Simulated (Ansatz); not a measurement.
## What strain does to KSrCl3 (cubic perovskite)

KSrCl3 (cubic perovskite), relaxed with r2SCAN in the plane-wave code Ansatz. Space group Pm-3m (No. 221), cubic; a = 5.636 Å in the conventional setting, 35.81 Å³ an atom. K is surrounded by 12 Cl at 3.99 Å; Sr is surrounded by 6 Cl at 2.82 Å; Cl is surrounded by 2 Sr at 2.82 Å and 4 K at 3.99 Å.

The axes x, y and z are those of this cell:
```yaml
crystal:
  lattice:
    - [5.63620, 0.00000, 0.00000]
    - [0.00000, 5.63620, 0.00000]
    - [0.00000, 0.00000, 5.63620]
  atoms:
    - { symbol: K, position: [0.00000, 0.00000, 0.00000] }
    - { symbol: Sr, position: [0.50000, 0.50000, 0.50000] }
    - { symbol: Cl, position: [0.50000, 0.50000, 0.00000] }
    - { symbol: Cl, position: [0.50000, 0.00000, 0.50000] }
    - { symbol: Cl, position: [0.00000, 0.50000, 0.50000] }
```

Unstrained: PBE gives an indirect gap of 4.483 eV, from R to Γ; the least direct gap is 4.703 eV at Γ. r2SCAN gives an indirect gap of 5.187 eV, from R to Γ; the least direct gap is 5.410 eV at Γ. The HSE06 gap is indirect, 5.743 eV (R to Γ), below the direct gap of 5.975 eV at Γ. Meshes: PBE 4×4×4, r2SCAN 4×4×4, HSE06 4×4×4. Strains are changes of length per length. After each strain the atoms were relaxed again with r2SCAN within the symmetry that the strain leaves, so tilts or polar shifts that break it weren't tested; points keep the names that they have in the unstrained zone. Values at 0 K without nuclear motion; spin polarisation is off, and the phase may be a hypothetical one.

Changes of the least gap in eV (an overlap counts as a negative gap):
```tsv
strain	volume change (%)	space group	PBE	r2SCAN	HSE06	energy rise, r2SCAN (meV/atom)
epitaxial +3.0 % in the xy plane, free normal strain -0.56 %	+5.5	P4/mmm	-0.113	-0.105	-0.115	10.9
epitaxial +1.5 % in the xy plane, free normal strain -0.31 %	+2.7	P4/mmm	-0.056	-0.053	-0.058	2.8
isotropic -2.5 % on every length	-7.3	Pm-3m	+0.150	+0.140	+0.155	15.6
isotropic -0.5 % on every length	-1.5	Pm-3m	+0.030	+0.027	+0.031	0.6
```

Epitaxial +3.0 % in the xy plane, free normal strain -0.56 %. HSE06: the gap goes from 5.743 to 5.628 eV (-0.115 eV). Stress change with r2SCAN, compression positive: xx -1.51, yy -1.51, zz 0.00 GPa.

Epitaxial +1.5 % in the xy plane, free normal strain -0.31 %. HSE06: the gap goes from 5.743 to 5.685 eV (-0.058 eV). Stress change with r2SCAN, compression positive: xx -0.83, yy -0.83, zz +0.01 GPa.

Isotropic -2.5 % on every length. HSE06: the gap goes from 5.743 to 5.898 eV (+0.155 eV). Stress change with r2SCAN, compression positive: xx +2.04, yy +2.04, zz +2.04 GPa. For HSE06, dE_g/d ln V = -2.0 eV over this step.

Isotropic -0.5 % on every length. HSE06: the gap goes from 5.743 to 5.774 eV (+0.031 eV). Stress change with r2SCAN, compression positive: xx +0.35, yy +0.35, zz +0.35 GPa. For HSE06, dE_g/d ln V = -2.0 eV over this step.

The meshes of the hybrids are coarse, so their gaps aren't converged to the digits shown.
